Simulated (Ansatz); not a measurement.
## TiC: from a starting cell to a relaxed one

The start is a relaxed TiC cell displaced along its unstable phonon at q = (0, ½, 0) of its primitive reciprocal cell (202i cm⁻¹), largest move 0.15 Å. The structure is fully relaxed (lattice and positions, P = 0) with r2SCAN (plane waves to 500 eV, PAW, scalar-relativistic; Ansatz, a program for electronic structure). The first steps use a coarse 6×6×12 k-mesh.

Initial structure:
```
CELL_PARAMETERS angstrom
      5.39608     0.00000     0.00000
      0.00000     5.77479     0.00000
      0.00000     0.00000     2.77545
ATOMIC_POSITIONS crystal
  Ti 0.25000 0.00000 0.23888
  Ti 0.25000 0.50000 0.23888
  Ti 0.75000 0.00000 0.76112
  Ti 0.75000 0.50000 0.76112
  C  0.48389 0.25000 0.54404
  C  0.51611 0.75000 0.45596
  C  0.98389 0.25000 0.45596
  C  0.01611 0.75000 0.54404
```

Q: What is the largest force in the starting geometry, and on which atom (counted from 1)?

A: 0.23 eV/Å, on C5, C6, C7, C8 (atoms numbered as listed).

Q: By how much does the energy per atom fall from start to end?

A: 0.40 eV/atom.

Q: How does the volume per atom move from start to end?

A: -0.7 %, from 10.81 to 10.73 Å³/atom.

Q: Does it find its way back to the structure it was made from?

A: It does not go back: it reaches P6₃/mmc (No. 194), NiAs type, 0.41 eV/atom below the parent.

Q: How do the shortest distances between atoms change?

A: The closest pairs of elements (up to four, under 3.6 Å), start → end: C–Ti 2.10 → 2.21 Å; Ti–Ti 2.78 → 2.68 Å; C–C 2.71 → 3.04 Å.

Q: Give the final cell and atomic positions.

A: 
```cif
data_C2Ti2
_chemical_formula_sum 'Ti2 C2'
_space_group_name_H-M_alt 'P63/mmc'
_space_group_IT_number 194
_space_group_name_Hall '-P 6c 2c'
_cell_length_a 3.04093
_cell_length_b 3.04093
_cell_length_c 5.35939
_cell_angle_alpha 90.000
_cell_angle_beta 90.000
_cell_angle_gamma 120.000
loop_
_atom_site_label
_atom_site_type_symbol
_atom_site_symmetry_multiplicity
_atom_site_Wyckoff_symbol
_atom_site_fract_x
_atom_site_fract_y
_atom_site_fract_z
_atom_site_occupancy
Ti1 Ti 2 a 0.00000 0.00000 0.00000 1
C1 C 2 c 0.33333 0.66667 0.25000 1
```

Final values are on a 18×18×9 k-mesh of the relaxed cell. No spin polarisation in the result.

The run could not lose the symmetry of its start: the end is stationary, and may be a saddle point rather than a minimum.

The relaxed structure here is a generated cell of TiC: the first start was made by placing the elements on the sites of a structure type, and the end was not matched to a known phase here, so it may be hypothetical. Known forms of TiC include space group No. 225.
